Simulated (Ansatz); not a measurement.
Ti3C2 (P6_3/mmc), two-dimensional strain map

All numbers below come from Ansatz, DFT r2SCAN, scalar-relativistic, plane waves, PAW. Cutoff 500 eV, Γ-centred 12×12×4 k-points, Gaussian smearing of 0.15 eV. No spin polarisation. Energies are free energies at this smearing, counted from the undisturbed cell; pressure is positive in compression.

The starting cell (relaxed at this level; it needn't be the usual structure):

```
CELL_PARAMETERS angstrom
3.06405 0.00000 0.00000
-1.53202 2.65354 0.00000
0.00000 0.00000 15.11852
ATOMIC_POSITIONS crystal
Ti 0.33333 0.66667 0.84420
Ti 0.66667 0.33333 0.34420
Ti 0.66667 0.33333 0.15580
Ti 0.33333 0.66667 0.65580
Ti 0.00000 0.00000 0.00000
Ti 0.00000 0.00000 0.50000
C 0.66667 0.33333 0.91416
C 0.33333 0.66667 0.41416
C 0.66667 0.33333 0.58584
C 0.33333 0.66667 0.08584
```

The cell is strained by p along both x and y and by q along z, fractional coordinates fixed. Points are written (p, q).

Energy above the undisturbed cell in meV/atom (a dash: not computed):

```csv
p \ q,-0.050,-0.025,0.000,0.050
-0.050,207.7,?,117.1,112.7
0.000,41.3,–,0.0,35.7
0.050,98.1,–,?,153.8
```

(1) Fill in the withheld energies.

## Answers

(1) (-0.050, -0.025): 150.3; (0.050, 0.000): 92.5.